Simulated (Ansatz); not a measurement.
Total density of states per atom from r²SCAN (plane waves, PAW; program Ansatz), in 0.25 eV bins, energy from the Fermi level:

```json
[
 {"E (eV)": "-7.85", "states/eV/atom": "0.07"},
 {"E (eV)": "-7.60", "states/eV/atom": "0.06"},
 {"E (eV)": "-7.35", "states/eV/atom": "0.05"},
 {"E (eV)": "-7.10", "states/eV/atom": "0.07"},
 {"E (eV)": "-6.85", "states/eV/atom": "0.28"},
 {"E (eV)": "-6.60", "states/eV/atom": "0.90"},
 {"E (eV)": "-6.35", "states/eV/atom": "0.71"},
 {"E (eV)": "-6.10", "states/eV/atom": "0.41"},
 {"E (eV)": "-5.85", "states/eV/atom": "0.34"},
 {"E (eV)": "-5.60", "states/eV/atom": "0.39"},
 {"E (eV)": "-5.35", "states/eV/atom": "0.40"},
 {"E (eV)": "-5.10", "states/eV/atom": "0.54"},
 {"E (eV)": "-4.85", "states/eV/atom": "0.75"},
 {"E (eV)": "-4.60", "states/eV/atom": "0.81"},
 {"E (eV)": "-4.35", "states/eV/atom": "0.86"},
 {"E (eV)": "-4.10", "states/eV/atom": "1.12"},
 {"E (eV)": "-3.85", "states/eV/atom": "0.72"},
 {"E (eV)": "-3.60", "states/eV/atom": "0.47"},
 {"E (eV)": "-3.35", "states/eV/atom": "0.37"},
 {"E (eV)": "-3.10", "states/eV/atom": "0.32"},
 {"E (eV)": "-2.85", "states/eV/atom": "0.37"},
 {"E (eV)": "-2.60", "states/eV/atom": "0.68"},
 {"E (eV)": "-2.35", "states/eV/atom": "0.68"},
 {"E (eV)": "-2.10", "states/eV/atom": "0.66"},
 {"E (eV)": "-1.85", "states/eV/atom": "0.54"},
 {"E (eV)": "-1.60", "states/eV/atom": "0.42"},
 {"E (eV)": "-1.35", "states/eV/atom": "0.15"},
 {"E (eV)": "-1.10", "states/eV/atom": "0.13"},
 {"E (eV)": "-0.85", "states/eV/atom": "0.12"},
 {"E (eV)": "-0.60", "states/eV/atom": "0.14"},
 {"E (eV)": "-0.35", "states/eV/atom": "0.19"},
 {"E (eV)": "-0.10", "states/eV/atom": "0.10"},
 {"E (eV)": "0.15", "states/eV/atom": "0.20"},
 {"E (eV)": "0.40", "states/eV/atom": "0.34"},
 {"E (eV)": "0.65", "states/eV/atom": "0.36"},
 {"E (eV)": "0.90", "states/eV/atom": "0.52"},
 {"E (eV)": "1.15", "states/eV/atom": "0.64"},
 {"E (eV)": "1.40", "states/eV/atom": "0.74"},
 {"E (eV)": "1.65", "states/eV/atom": "0.95"},
 {"E (eV)": "1.90", "states/eV/atom": "1.10"},
 {"E (eV)": "2.15", "states/eV/atom": "1.13"},
 {"E (eV)": "2.40", "states/eV/atom": "1.30"},
 {"E (eV)": "2.65", "states/eV/atom": "0.75"},
 {"E (eV)": "2.90", "states/eV/atom": "0.75"},
 {"E (eV)": "3.15", "states/eV/atom": "0.60"},
 {"E (eV)": "3.40", "states/eV/atom": "0.77"},
 {"E (eV)": "3.65", "states/eV/atom": "0.70"},
 {"E (eV)": "3.90", "states/eV/atom": "0.66"},
 {"E (eV)": "4.15", "states/eV/atom": "0.36"}
]
```

Q: Pick the material that matches.
(A) ZrGeS, P4/nmm (Zr on 2c, S on 2c, Ge on 2a)
(B) NiAsRh, P4/nmm (Ni on 2a, Rh on 2c, As on 2c)
(C) ZrSnTe, P4/nmm (Zr on 2c, Sn on 2a, Te on 2c)
(D) Gd2SO2, P-3m1 (Gd on 2d, O on 2d, S on 1a)

A: A, ZrGeS, P4/nmm (Zr on 2c, S on 2c, Ge on 2a). Within 0.5 eV of the Fermi level: Zr 4d 68 %, Ge 4p 15 %, S 3p 7 %. Projections are on Löwdin-orthogonalised atomic valence shells; empty p or d shells of many metals are not among them.

The workflow started from an entry of the Crystallography Open Database (COD). Whether it is the stable phase at ambient conditions was not checked. The r²SCAN relaxation kept the symmetry of its start; whether a distortion lowers the energy is not shown. The run is not spin-polarised. Spin–orbit coupling is left out wherever it is not named.

Potentials: the later of the program's two PAW sets.
